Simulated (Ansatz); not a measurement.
Consider the following.

CsPbCl3 (cubic perovskite)

```yaml
crystal:
  lattice:
    - [5.73560, 0.00000, 0.00000]
    - [0.00000, 5.73560, 0.00000]
    - [0.00000, 0.00000, 5.73560]
  atoms:
    - { symbol: Cs, position: [0.00000, 0.00000, 0.00000] }
    - { symbol: Pb, position: [0.50000, 0.50000, 0.50000] }
    - { symbol: Cl, position: [0.00000, 0.50000, 0.50000] }
    - { symbol: Cl, position: [0.50000, 0.50000, 0.00000] }
    - { symbol: Cl, position: [0.50000, 0.00000, 0.50000] }
```

The volume is varied about the relaxed value V₀ at fixed cell shape. Symmetry pins the atoms to their sites.

Method: PBE (plane waves to 420 eV, PAW, scalar-relativistic; Ansatz, a quantum-chemistry and plane-wave program). k mesh 6×6×6 (Γ-centred), Fermi-Dirac smearing 0.05 eV. E stands for the smeared free energy. Compression counts positive. CsPbCl3 was relaxed with its symmetry unable to fall. Spin-orbit coupling is left out, though Pb is heavy. This is a high-temperature form of CsPbCl3. ΔE is measured from the relaxed starting cell.

The scan covers V/V₀ from 0.940 to 1.060 in 11 points.

**Question.** What is ΔE at V/V₀ = 0.940?

**Answer.** 10.4 meV/atom.

**Question.** What is ΔE at V/V₀ = 1.060?

**Answer.** 8.3 meV/atom.

**Question.** What pressure does the cell carry at V/V₀ = 0.940?

**Answer.** 1.56 GPa.

(Under strain, the slope of the energy per volume gives the stress and its curvature an elastic modulus.)
